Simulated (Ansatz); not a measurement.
NaLaO2:
Space group I4₁/amd, origin choice 1 (No. 141); a = b = 4.7675 Å, c = 11.3746 Å, α = β = γ = 90.00°

| atom | site | symmetry | x | y | z |
|---|---|---|---|---|---|
| Na | 4b | -4m2 | 0.0000 | 0.0000 | 0.5000 |
| La | 4a | -4m2 | 0.0000 | 0.0000 | 0.0000 |
| O | 8e | 2mm. | 0.0000 | 0.0000 | 0.2147 |
(The calculation used a cell of 8 atoms; values per cell refer to that cell.)

Relaxed with PBEsol. 

Task: HSE06 on this cell (Ansatz, a first-principles code, PAW) gives a gap of 4.61 eV. What does PBEsol give?

Result: 3.08 eV.

Cost on shared cores: the PBEsol run (SCF on a 8×8×8 mesh, then bands and DOS) roughly 80 core-seconds, the HSE06 run (SCF on 5×5×5, then a few points) about 16 core-minutes (a rough figure); the tasks are unlike.

Space group I4_1/amd. The workflow started from a Materials Project entry (that database holds measured and hypothetical structures alike); the Crystallography Open Database copy checked does not list it. Its standing as an ambient phase is unchecked. Symmetry was held in the PBEsol relaxation; its stability against distortions is not shown here. Scalar-relativistic: spin–orbit coupling is off unless named, which matters more the heavier the elements.

Potentials: the later of the program's two PAW sets.

Ansatz is a plane-wave DFT program.
